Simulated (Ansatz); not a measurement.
W₂N (anti-CdI2 type, P-3m1) under volume change, PBE (plane waves, PAW; program Ansatz), shape and atoms relaxed at each volume.

| V (Å³/atom) | E − E(relaxed) (meV/atom) | P (GPa) |
|---|---|---|
| 11.241 | 122.2 | 38.36 |
| 11.612 | 51.2 | 23.42 |
| 11.983 | 12.1 | 10.73 |
| 12.353 | 0.0 | 0.00 |
| 12.724 | … | … |
| 13.094 | … | … |
| 13.465 | 87.4 | -23.24 |

Q: Fill in the missing entries.

A: 
- 12.724, E − E(relaxed) (meV/atom): 10.8
- 12.724, P (GPa): -9.08
- 13.094, E − E(relaxed) (meV/atom): 40.9
- 13.094, P (GPa): -16.76

Q: What does a third-order Birch–Murnaghan fit give for V₀, B₀ and B′?

A: V₀ = 12.35 Å³/atom, B₀ = 328 GPa, B′ = 4.5.

The cell is a constructed one: a structure type filled with these elements; neither database checked (COD, Materials Project) lists it. Whether it is the stable phase at ambient conditions was not checked. Symmetry was held in the PBE relaxation; whether a distortion lowers the energy is not shown. The run is not spin-polarised. Spin–orbit coupling is left out wherever it is not named.

Potentials: the later of the program's two PAW sets.
